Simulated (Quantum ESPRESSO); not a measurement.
pw.x input (Quantum ESPRESSO 7.5; PBEsol, PseudoDojo standard norm-conserving files, fully relativistic):

```
&CONTROL
  calculation = 'scf'
  pseudo_dir = './pseudo'
  outdir = './out'
  tprnfor = .true.
  tstress = .true.
/
&SYSTEM
  ibrav = 0
  nat = 4
  ntyp = 2
  ecutwfc = 84.0
  ecutrho = 336.0
  occupations = 'smearing'
  smearing = 'fd'
  degauss = 0.002
  nbnd = 38
  noncolin = .true.
  lspinorb = .true.
/
&ELECTRONS
  conv_thr = 4e-10
/
ATOMIC_SPECIES
O 15.9990 O.upf
Ba 137.3270 Ba.upf
CELL_PARAMETERS angstrom
  3.743414132414   0.000000000000   0.000000000000
 -1.871707066207   3.241891735557   0.000000000000
  0.000000000000   0.000000000000   6.533073385000
ATOMIC_POSITIONS crystal
O   0.000000000000   0.000000000000   0.500000000000
O   0.000000000000   0.000000000000   0.000000000000
Ba   0.333333333333   0.666666666667   0.250000000000
Ba   0.666666666667   0.333333333333   0.750000000000
K_POINTS automatic
9 9 4 0 0 0
```

End of the output:

```

[...]
     the Fermi energy is    10.8713 ev
!    total energy              =    -178.44388288 Ry
     estimated scf accuracy    <          2.6E-10 Ry
     smearing contrib. (-TS)   =      -0.00000000 Ry
     internal energy E=F+TS    =    -178.44388288 Ry
     The total energy is F=E-TS. E is the sum of the following terms:
     one-electron contribution =     -15.86188328 Ry
     hartree contribution      =      27.68253080 Ry
     xc contribution           =     -43.01696882 Ry
     ewald contribution        =    -147.24756158 Ry
     convergence has been achieved in  20 iterations
     Forces acting on atoms (cartesian axes, Ry/au):
     atom    1 type  1   force =     0.00000000    0.00000000    0.00000000
     atom    2 type  1   force =     0.00000000    0.00000000    0.00000000
     atom    3 type  2   force =     0.00000000    0.00000000    0.00000000
     atom    4 type  2   force =     0.00000000    0.00000000    0.00000000
     Total force =     0.000000     Total SCF correction =     0.000000
     Computing stress (Cartesian axis) and pressure
          total   stress  (Ry/bohr**3)                   (kbar)     P=       -0.09
  -0.00000071  -0.00000000   0.00000000           -0.11       -0.00        0.00
  -0.00000000  -0.00000071   0.00000000           -0.00       -0.11        0.00
   0.00000000   0.00000000  -0.00000050            0.00        0.00       -0.07
```
In a gapped system the printed Fermi energy is only some level inside the gap.

Geometry relaxed with PBEsol.
